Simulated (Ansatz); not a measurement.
## Sm₃Ta: rattling a relaxed structure

The cell was found from a structure generator's guess, not taken from experiment.

The calculation used DFT PBE, scalar-relativistic, plane waves, PAW, and for the lanthanide a 4f-in-core norm-conserving potential, in Ansatz 0.2.0. Settings: cutoff 690 eV, Γ-centred mesh 10×10×4 on the computed 4-atom cell, Gaussian smearing of 0.10 eV; no spin polarisation.

The cell below (4 atoms, space group P4/mmm (No. 123)) is relaxed within its symmetry.

```
Sm Ta
1.0
     3.33405    0.00000    0.00000
     0.00000    3.33405    0.00000
     0.00000    0.00000   10.35515
Sm Ta
3 1
Direct
  0.50000 0.50000 0.78690
  0.00000 0.00000 0.50000
  0.50000 0.50000 0.21310
  0.00000 0.00000 0.00000
```

For the test a repeat of it with 8 atoms (edges 3.33, 6.67, 10.36 Å) was strained at random (σ = 1.5 % a component), the atoms were moved at random (σ = 0.10 Å), and all was relaxed again on a coarse 6×4×2 mesh (in the run’s order of axes) with 0.20 eV smearing, with no symmetry imposed.

Spin–orbit coupling, which can matter for Ta, is left out.

Question: Is the structure stable against such a distortion?

Answer: It doesn't return. The energy falls by 38 meV/atom on that mesh, the volume changes by 1.8 %, and the end has space group Pmmm (No. 47) at a loose tolerance. Relaxed again on a 10×6×4 mesh with 0.10 eV smearing, the new structure lies 50 meV/atom below the first (mesh in the axes of the run's cell; the cell below is made exact in the group named). Space group Pmmm (No. 47), orthorhombic, a = 3.446 Å, b = 7.041 Å, c = 9.661 Å. Around Sm on a site of symmetry mm2 lie 4 Ta at 3.18 Å and 8 Sm at 3.45–3.59 Å; Sm on a second site of symmetry mm2 has 4 Ta at 3.33 Å and 9 Sm at 3.45–3.83 Å; Sm on a site of symmetry m2m is surrounded by 1 Sm at 3.24 Å, 6 Sm at 3.45–3.59 Å and 5 Sm at 3.81–3.83 Å; Ta is surrounded by 1 Ta at 2.66 Å, 8 Sm at 3.18–3.33 Å and 2 Ta at 3.45 Å.

```cif
data_structure
_symmetry_space_group_name_H-M 'P 1'
_symmetry_Int_Tables_number 1
_cell_length_a 3.4455
_cell_length_b 7.0415
_cell_length_c 9.6612
_cell_angle_alpha 90.000
_cell_angle_beta 90.000
_cell_angle_gamma 90.000
_cell_volume 234.40
loop_
_atom_site_label
_atom_site_type_symbol
_atom_site_fract_x
_atom_site_fract_y
_atom_site_fract_z
_atom_site_occupancy
Sm1 Sm 0.00000 0.50000 0.25987 1
Sm2 Sm 0.00000 0.00000 0.31195 1
Sm3 Sm 0.50000 0.77025 0.00000 1
Sm4 Sm 0.50000 0.22975 0.00000 1
Sm5 Sm 0.00000 0.50000 0.74013 1
Sm6 Sm 0.00000 0.00000 0.68805 1
Ta1 Ta 0.50000 0.31135 0.50000 1
Ta2 Ta 0.50000 0.68865 0.50000 1
```

The lanthanide is trivalent by construction, without f bands, f moments or other valences.
